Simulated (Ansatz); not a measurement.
## Ba2RuN2: do energies and stresses tell the same story?

These are results of DFT PBE, scalar-relativistic, plane waves, PAW (Ansatz 0.2.0), not measurements.

Plane waves to 420 eV, a k mesh through Γ of 12×12×12 on the computed 5-atom cell and Gaussian smearing (0.10 eV); no spin polarisation.

Relaxed cell: I4/mmm, a = 4.179 Å, b = 4.179 Å, c = 13.133 Å, α = 90.00°, β = 90.00°, γ = 90.00°, 5 atoms in the primitive cell. Whether it is the stable form of this composition wasn't checked.

Energies at zero smearing and pressures from the stress tensor, at volumes with shape and atoms relaxed:
| V (Å³/atom) | E − E(first) (meV/atom) | P (GPa) |
| --- | --- | --- |
| 20.178 | 0.00 | 9.55 |
| 20.866 | -34.33 | 6.52 |
| 21.554 | -56.68 | 3.96 |
| 22.242 | -68.89 | 1.82 |
| 22.930 | -72.61 | -0.01 |
| 23.618 | -69.14 | -1.55 |
| 24.306 | -59.65 | -2.83 |
| 25.223 | -39.31 | -4.21 |

Task: Check P = −dE/dV between neighbouring volumes, and get the bulk modulus from the pressures alone.

Result: With 1 eV/Å³ = 160.2 GPa:
```json
{"middle V (Å³/atom)": "20.522", "−ΔE/ΔV (GPa)": "7.996", "mean P (GPa)": "8.035"}
{"middle V (Å³/atom)": "21.210", "−ΔE/ΔV (GPa)": "5.205", "mean P (GPa)": "5.239"}
{"middle V (Å³/atom)": "21.898", "−ΔE/ΔV (GPa)": "2.845", "mean P (GPa)": "2.890"}
{"middle V (Å³/atom)": "22.586", "−ΔE/ΔV (GPa)": "0.865", "mean P (GPa)": "0.901"}
{"middle V (Å³/atom)": "23.274", "−ΔE/ΔV (GPa)": "-0.807", "mean P (GPa)": "-0.782"}
{"middle V (Å³/atom)": "23.962", "−ΔE/ΔV (GPa)": "-2.211", "mean P (GPa)": "-2.191"}
{"middle V (Å³/atom)": "24.764", "−ΔE/ΔV (GPa)": "-3.553", "mean P (GPa)": "-3.523"}
```

The two differ by 0.04 GPa at most. The mean of two end pressures misses the average over a step by about ΔV² P″/12, up to 0.04 GPa here; with that taken off 0.01 GPa remains. Around V = 22.930 Å³/atom, the two neighbours give B = −V ΔP/ΔV = 22.930 × 3.37 / 1.376 = 56.1 GPa, against B0 = 55.5 GPa from the Birch–Murnaghan fit of the energies.

Spin-orbit coupling is left out, which matters for the bands of heavy elements.

A ferromagnetic start lost its moments in a first run, so spin was left out; other magnetic orders weren't tried.

Cost: 9 runs of about 12 core-minutes in all, on Intel Xeon 6975P-C (Granite Rapids) (shared hosts).